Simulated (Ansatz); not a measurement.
Values for one crystal, relaxed and computed with DFT-PBEsol in the program Ansatz with PAW potentials; other levels are named.

- Volume per atom = 16.37 Å³
- Electronic character = metallic (no gap)
- Zone-centre stability = no imaginary mode at Γ
- Highest zone-centre frequency = 304 cm⁻¹
- Formation energy from the elements (no fitted shifts) = -0.22 eV/atom
- Pressure derivative B′ = 4.0
- Bulk modulus (Birch–Murnaghan fit) = 165 GPa

Q: Pick the material that matches.
(A) AlRh, CsCl type
(B) TaAl, L1₀ or tetragonal B2
(C) RuW, L1₀ or tetragonal B2
(D) AlCo, rock salt

A: B, TaAl, L1₀ or tetragonal B2

Space group P4/mmm (L1₀ or tetragonal B2). The start of the workflow was typed in or built on a structure type; neither database checked (COD, Materials Project) lists it. Whether it is the stable phase at ambient conditions was not checked. The cell was relaxed with PBEsol under the symmetry of its start. The run is not spin-polarised. As this level gives no gap, phonon frequencies hold no LO–TO term and depend on the k-mesh and smearing (Fermi–Dirac, 0.1 eV here). The references are the lowest solids computed at this level, not always the standard phases. Spin–orbit coupling is left out wherever it is not named.

Potentials: the earlier of the program's two PAW sets. The files were generated under PBE; for other functionals the program regenerates the frozen cores, and for LDA and PBEsol the local potential too.
